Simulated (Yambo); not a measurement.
Rb2SiF6 (space group Fm-3m, No. 225), G0W0@LDA in Yambo (2×2×2 mesh, plasmon pole; 7 Ry block, no terminator). The number N of bands in W and G is varied.

```
N    x = 1/N  gap Γ → Γ (eV)  shift of the valence edge (eV)
---  -------  --------------  ------------------------------
85   0.01176          11.892                          -2.464
122  0.00820          11.653                          -2.459
168  0.00595          11.568                          -2.518
215  0.00465               ?                               ?
```

Basis-set arguments suggest E = E∞ + A x. Fix A and E∞ from the two rows above the withheld one, predict the row at 215 bands, and test the form.

Gap: A = (11.568 − (11.653))/(0.00595 − 0.00820) = 37.8, E∞ = 11.343 eV, so 11.519 eV is predicted; the run gave 11.545 eV (miss 26 meV). The first two rows have slope 67.1, so the form doesn't hold yet over the whole range. Shift: A = (-2.518 − (-2.459))/(0.00595 − 0.00820) = 26.2, E∞ = -2.674 eV, so -2.552 eV is predicted; the run gave -2.573 eV (miss 21 meV). The first two rows have slope -1.40, so the form doesn't hold yet over the whole range. The other settings are held fixed.

Geometry of the Materials Project entry, not relaxed at this level; primitive cell a = 5.9067 Å, b = 5.9067 Å, c = 5.9067 Å, α = 60.00°, β = 60.00°, γ = 60.00°.

The structure is a Materials Project entry; no match was found in the copy of COD used, and its stability was not checked.

A shift is the quasiparticle energy of the state minus its LDA energy.
